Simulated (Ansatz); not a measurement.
Method: PBE, no spin polarisation; PAW, plane waves to 420 eV, 7×7×7 Γ-centred mesh, fermi-dirac occupations (width 0.1 eV) (Ansatz 0.2.0), atoms fixed.

Computed maps in the lattice plane spanned by a (left to right, 5.30 Å, 16 points from zero) and b (bottom to top, 5.30 Å, 16 points from zero), 90° apart, at height 0.500 along c. The fields are smooth PAW ones with compensation charges, not the true ones near nuclei.

Valence density. Digits on a logarithmic scale: 0 up to 0.03 e/Å³, each further digit a factor of 1.6, 9 from 1.3 e/Å³ up:
```
4555655544332234
4569996543321123
4599999543210012
4699999642100012
4599999542100123
4569996543211233
4555655544322334
4444444444444444
4432233445556555
4321123345699965
4210012345999995
4210001246999996
4321001245999995
4332112345699965
4433223445556555
4444444444444444
```

ELF. Ten even steps from '0' (0.01) to '9' (0.73):
```
5421222466421124
3223332244210012
2235753122100001
2237973221000001
2135753221000012
4223332232100124
6422212454211246
6532224665322246
5421124664222124
3210012442233322
2100001221357532
2100000122379732
2210000122357531
4421001232233322
6642112454212224
6642223566422235
```

Task: The cell is FeNi₂GeS₄. Which atoms lie within 0.2 Å of this plane, and where (fractions of a and b)?

Result: Ni at (0.75, 0.25), Ni at (0.25, 0.75). The whole cell:
```xyz
8
Lattice="0.0000 5.3009 0.0000 5.3009 0.0000 0.0000 2.6505 2.6505 -5.2312" Properties=species:S:1:pos:R:3 pbc="T T T"
Ni    2.6505    5.3009   -2.6156
Ni    5.3009    2.6505   -2.6156
Fe    0.0000    0.0000    0.0000
Ge    2.6505    2.6505    0.0000
S     1.3729    1.3729   -1.3026
S     4.0234    6.5784   -3.9287
S     3.9280    3.9280   -1.3026
S     6.5784    4.0234   -3.9287
```

Origin: a known structure type with other elements, at an estimated volume, so it need not be a known compound. Caveats: no spin polarisation, so a magnetic state may lie lower; atoms or cell far from equilibrium.
